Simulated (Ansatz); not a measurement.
NiO (rock salt)

```xyz
2
Lattice="0.0000 2.1087 2.1087 2.1087 0.0000 2.1087 2.1087 2.1087 0.0000" Properties=species:S:1:pos:R:3 pbc="T T T"
O      0.0000     0.0000     0.0000
Ni     2.1087     2.1087     2.1087
```

In this cell atom 2 (Ni, nearest neighbour O at 2.109 Å; its periodic images, 3.0 Å or more away, move with it) is moved by s towards the nearest neighbour, unit vector (0.000, -1.000, 0.000); all other atoms and the cell stay fixed.

Calculation: PBE (plane waves to 420 eV, PAW, scalar-relativistic; Ansatz, a program for electronic structure). k mesh 15×15×15 (Γ-centred), Fermi-Dirac smearing 0.05 eV. Energies are smeared free energies. With partly filled bands, energies and forces of such displacements shift with the k mesh and the smearing. NiO is run spin-polarised and with no Hubbard U; the real compound is an antiferromagnetic insulator, a state that this run doesn't describe. NiO was relaxed with its symmetry unable to fall. Relaxed NiO ends ferromagnetic. The PAW data are Ansatz's earlier set. Other magnetic orders were not checked, so this need not be the ground state. ΔE is measured from the undisplaced structure. The last digit holds for this mesh only.

```tsv
s (Å)	ΔE (meV/cell)
-0.210	withheld
-0.168	28.50
-0.126	13.39
-0.084	5.40
-0.042	1.29
0.000	0.00
0.042	1.29
0.084	5.40
0.126	13.39
0.168	28.50
0.210	withheld
```

**Question.** Fit an even polynomial form (powers 2, 4, 6) to the given rows and predict ΔE at s = 0.210.

**Answer.** Least squares on the 9 given rows: ΔE = (726.4)·s² + (3947)·s⁴ + (215900)·s⁶, in meV/cell with s in Å; root-mean-square residual 0.003 meV/cell. At 0.210 the fit gives 58.23 meV/cell; the calculation gives 56.24 meV/cell, so the extrapolation is off by 1.99 (+3.5 %). The quadratic term alone would give 32.03 meV/cell.

(For displaced atoms, the force is minus the slope of the energy, and its curvature is a force constant, which sets phonon frequencies.)
